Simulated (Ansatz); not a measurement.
Input, command and steps of an Ansatz relaxation.

```yaml
crystal:
  lattice:
    - [7.8164780542, 0.0, 0.0]
    - [-3.9082390271, 6.769268563, 0.0]
    - [0.0, 0.0, 2.9818817735]
  atoms:
    - { symbol: Si, position: [0.7705549524, 0.1765643638, 0.25] }
    - { symbol: Si, position: [0.5939905885, 0.7705549524, 0.75] }
    - { symbol: Si, position: [0.8234356362, 0.5939905885, 0.25] }
    - { symbol: Si, position: [0.2294450476, 0.8234356362, 0.75] }
    - { symbol: Si, position: [0.4060094115, 0.2294450476, 0.25] }
    - { symbol: Si, position: [0.1765643638, 0.4060094115, 0.75] }
    - { symbol: "N", position: [0.0323117951, 0.3303381736, 0.25] }
    - { symbol: "N", position: [0.7019736216, 0.0323117951, 0.75] }
    - { symbol: "N", position: [0.6696618264, 0.7019736216, 0.25] }
    - { symbol: "N", position: [0.9676882049, 0.6696618264, 0.75] }
    - { symbol: "N", position: [0.2980263784, 0.9676882049, 0.25] }
    - { symbol: "N", position: [0.3303381736, 0.2980263784, 0.75] }
    - { symbol: "N", position: [0.6666666667, 0.3333333333, 0.25] }
    - { symbol: "N", position: [0.3333333333, 0.6666666667, 0.75] }
basis:
  ecutwfc: 420
kpoints:
  mp_grid: { grid: [6, 6, 8] }
hamiltonian:
  xc: pbe
scf:
  occupations: { method: gaussian, width: 0.02 }
output:
  forces: true
  stress: true
  eigenvalues: true
relax:
  adjacent_minimum: "off"
  f_tol: 0.01
  max_steps: 30
  cell: { stress_tol: 0.1, fix: [volume] }
```

```bash
ansatz run input.yaml --threads 4 --pin off --max-ram 10240MiB --backend cpu --events-out ev --progress --plain --runs-dir out
```

Method: Ansatz 0.2.0, DFT PBE, scalar-relativistic, plane waves, PAW.

The volume is held at 1.06 times that of the relaxed cell.

Of 3 frames 2 are shown, positions in Å and forces in eV/Å; the SCF threshold varies from step to step. Steps run on the plane waves of an earlier cell, with a Pulay correction in the pressure. The basis is chosen afresh for the last frame, the zero of the energies, and at times for earlier ones too; energy and pressure can step there, also at an unchanged geometry. Where two frames share a geometry here, they differ by under 2 meV/atom and 0.3 GPa.

```xyz
14
Lattice="7.8165 0.0000 0.0000 -3.9082 6.7693 0.0000 0.0000 0.0000 2.9819" Properties=species:S:1:pos:R:3:forces:R:3 pbc="T T T" step=1 free_energy_over_end_meV_per_atom=0.15 pressure_GPa=-12.30
Si    5.3330    1.1952    0.7455    0.0036    0.0211    0.0000
Si    1.6314    5.2161    2.2364   -0.0165    0.0137    0.0000
Si    4.1149    4.0209    0.7455   -0.0201   -0.0075    0.0000
Si   -1.4247    5.5741    2.2364   -0.0036   -0.0211    0.0000
Si    2.2768    1.5532    0.7455    0.0165   -0.0137    0.0000
Si   -0.2067    2.7484    2.2364    0.0201    0.0075    0.0000
N    -1.0385    2.2361    0.7455    0.0458    0.0116    0.0000
N     5.3607    0.2187    2.2364    0.0129    0.0454    0.0000
N     2.4909    4.7518    0.7455   -0.0329    0.0339    0.0000
N     4.9467    4.5331    2.2364   -0.0458   -0.0116    0.0000
N    -1.4524    6.5505    0.7455   -0.0129   -0.0454    0.0000
N     1.4173    2.0174    2.2364    0.0329   -0.0339    0.0000
N     3.9082    2.2564    0.7455    0.0000    0.0000    0.0000
N     0.0000    4.5128    2.2364    0.0000    0.0000    0.0000
14
Lattice="7.8195 0.0000 0.0000 -3.9098 6.7719 0.0000 0.0000 0.0000 2.9796" Properties=species:S:1:pos:R:3:forces:R:3 pbc="T T T" step=3 free_energy_over_end_meV_per_atom=0.00 pressure_GPa=-12.17
Si    5.3395    1.2033    0.7449    0.0072   -0.0012    0.0000
Si    1.6276    5.2258    2.2347    0.0046    0.0056    0.0000
Si    4.1077    4.0224    0.7449   -0.0026    0.0068    0.0000
Si   -1.4297    5.5686    2.2347   -0.0072    0.0012    0.0000
Si    2.2821    1.5461    0.7449   -0.0046   -0.0056    0.0000
Si   -0.1979    2.7495    2.2347    0.0026   -0.0068    0.0000
N    -1.0312    2.2391    0.7449    0.0076   -0.0013    0.0000
N     5.3648    0.2265    2.2347    0.0049    0.0060    0.0000
N     2.4862    4.7593    0.7449   -0.0027    0.0072    0.0000
N     4.9410    4.5328    2.2347   -0.0076    0.0013    0.0000
N    -1.4550    6.5454    0.7449   -0.0049   -0.0060    0.0000
N     1.4235    2.0126    2.2347    0.0027   -0.0072    0.0000
N     3.9098    2.2573    0.7449    0.0000    0.0000    0.0000
N     0.0000    4.5146    2.2347    0.0000    0.0000    0.0000
```

Time: 31 s on 4 threads of Intel(R) Xeon(R) Processor @ 2.50GHz (Skylake/Cascade Lake) (shared host), peak memory 0.68 GiB.